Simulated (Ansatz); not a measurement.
Suppose Ca2PbF6 takes space group Fm-3m (No. 225), with Ca on 8c; Pb on 4a; F on 24e. Recipe of this trial structure of Ca2PbF6: ordered vacancies on the cation sites of perovskite (occupants of the shared sites, in ratio, Pb: 1, vacant: 1).

These are results of Ansatz 0.2.0, DFT PBE, scalar-relativistic, plane waves, PAW, not measurements. Cutoff 420 eV, Γ-centred mesh, Gaussian smearing, no spin polarisation.

The zero of energy is the elements' standard structures at the same level (F₂ as a molecule); no fitted shifts are applied.

**Question.** Which cell and coordinates does it relax to?

**Answer.**

Space group Fm-3m (No. 225). a = 8.388 Å, b = 8.388 Å, c = 8.388 Å, α = 90.00°, β = 90.00°, γ = 90.00°
| atom | site | symmetry | x | y | z |
| --- | --- | --- | --- | --- | --- |
| Ca | 8c | -43m | 0.2500 | 0.7500 | 0.7500 |
| Pb | 4a | m-3m | 0.0000 | 0.0000 | 0.0000 |
| F | 24e | 4m.m | 0.2720 | 0.0000 | 0.0000 |

Ca is surrounded by 12 F at 2.97 Å; Pb has 6 F at 2.28 Å; F has 1 Pb at 2.28 Å, 4 F at 2.70 Å and 4 Ca at 2.97 Å. Another local minimum with the same sites may exist.

**Question.** And its energy and gap?

**Answer.** The energy over the elements is −2.570 eV/atom and the gap on the 6×6×6 mesh of the 9-atom cell is 2.24 eV. Whether it is stable depends on the other phases of the system, which aren't compared here.

The last run used Gaussian smearing of 0.02 eV. These runs have no spin–orbit coupling, which can matter for Pb. Kohn–Sham gaps at this level usually fall short of measured ones. The missing spin–orbit coupling can work the other way here. Symmetry constrained the relaxation, so the result can be a saddle point.
